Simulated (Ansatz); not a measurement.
AlPt:
```
AlPt
1.0
    0.00000     2.54789     2.54789
    2.54789     0.00000     2.54789
    2.54789     2.54789     0.00000
Pt Al
1 1
Direct
  0.00000   0.00000   0.00000
  0.50000   0.50000   0.50000
```

Relaxed with r²SCAN.

### Question
Give the Bader charges and basin volumes of the independent atoms, plane-wave PAW r²SCAN (Ansatz code).

### Answer


```tsv
atom	Bader charge (e)	Bader volume (Å³)
Pt1	-2.01	27.1
Al2	+2.01	6.0
```

Space group Fm-3m (rock salt). The start of the workflow was typed in or built on a structure type; neither database checked (COD, Materials Project) lists it. Whether it is the stable phase at ambient conditions was not checked. The cell was relaxed with r²SCAN under the symmetry of its start; its stability against distortions is not shown here. No spin polarisation was allowed. Spin–orbit coupling is left out wherever it is not named.

Potentials: the later of the program's two PAW sets.
